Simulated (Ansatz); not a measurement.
Starting cell, FeNi3 (Cu3Au type):

```xyz
4
Lattice="3.5443 0.0000 0.0000 0.0000 3.5443 0.0000 0.0000 0.0000 3.5443" Properties=species:S:1:pos:R:3 pbc="T T T"
Ni     0.0000     1.7721     1.7721
Ni     1.7721     1.7721     0.0000
Ni     1.7721     0.0000     1.7721
Fe     0.0000     0.0000     0.0000
```

In this cell atom 3 (Ni, nearest neighbour Ni at 2.506 Å; its periodic images, 3.5 Å or more away, move with it) is moved by s along Cartesian x, unit vector (1.000, 0.000, 0.000); all other atoms and the cell stay fixed.

Calculation: PBE (plane waves to 420 eV, PAW, scalar-relativistic; Ansatz, a quantum-chemistry and plane-wave program). k mesh 11×11×11 (Γ-centred), Fermi-Dirac smearing 0.05 eV. Energies are smeared free energies. Stress and pressure are positive under compression. With partly filled bands, energies and forces of such displacements shift with the k mesh and the smearing. F∥ is the force on the atom along that direction. FeNi3 was relaxed with its symmetry unable to fall. Relaxed FeNi3 ends ferromagnetic. The magnetic order is the one the run started from; other orders were not tried. The zero of ΔE is the undisplaced structure.

```json
[
 {"s (Å)": "-0.500", "ΔE (meV/cell)": "1150", "moment (μB/cell)": "4.72", "F∥ (eV/Å)": "4.964", "P (GPa)": "13.6"},
 {"s (Å)": "-0.400", "ΔE (meV/cell)": "713", "moment (μB/cell)": "4.72", "F∥ (eV/Å)": "3.796", "P (GPa)": "8.6"},
 {"s (Å)": "-0.300", "ΔE (meV/cell)": "388", "moment (μB/cell)": "4.74", "F∥ (eV/Å)": "2.709", "P (GPa)": "4.7"},
 {"s (Å)": "-0.200", "ΔE (meV/cell)": "168", "moment (μB/cell)": "4.77", "F∥ (eV/Å)": "1.720", "P (GPa)": "2.0"},
 {"s (Å)": "-0.100", "ΔE (meV/cell)": "41", "moment (μB/cell)": "4.80", "F∥ (eV/Å)": "0.828", "P (GPa)": "0.5"},
 {"s (Å)": "0.000", "ΔE (meV/cell)": "0", "moment (μB/cell)": "4.81", "F∥ (eV/Å)": "0.000", "P (GPa)": "-0.1"},
 {"s (Å)": "0.100", "ΔE (meV/cell)": "41", "moment (μB/cell)": "4.80", "F∥ (eV/Å)": "-0.828", "P (GPa)": "0.5"},
 {"s (Å)": "0.200", "ΔE (meV/cell)": "168", "moment (μB/cell)": "4.77", "F∥ (eV/Å)": "-1.720", "P (GPa)": "2.0"},
 {"s (Å)": "0.300", "ΔE (meV/cell)": "388", "moment (μB/cell)": "4.74", "F∥ (eV/Å)": "-2.709", "P (GPa)": "4.7"},
 {"s (Å)": "0.400", "ΔE (meV/cell)": "713", "moment (μB/cell)": "4.72", "F∥ (eV/Å)": "-3.796", "P (GPa)": "8.6"},
 {"s (Å)": "0.500", "ΔE (meV/cell)": "1150", "moment (μB/cell)": "4.72", "F∥ (eV/Å)": "-4.964", "P (GPa)": "13.6"}
]
```

Read from the data:

The energy at s = 0.500 Å is 1150 meV/cell, the force along the line at s = -0.500 Å comes out as 4.96 eV/Å and the force constant k = d²E/ds² at s = 0 (finite differences) comes out as 8.17 eV/Å². Symmetry of the curve: even: the same for both signs. Shape of the curve: a single well with its minimum at or next to zero displacement. Harmonic estimate at the end of the scan: ½ks² = 1021 meV/cell against the computed 1150 meV/cell, so the well is stiffer than harmonic there.

The 11 points together took around 21 core-minutes (rough).

(For displaced atoms, the force is minus the slope of the energy, and its curvature is a force constant, which sets phonon frequencies.)
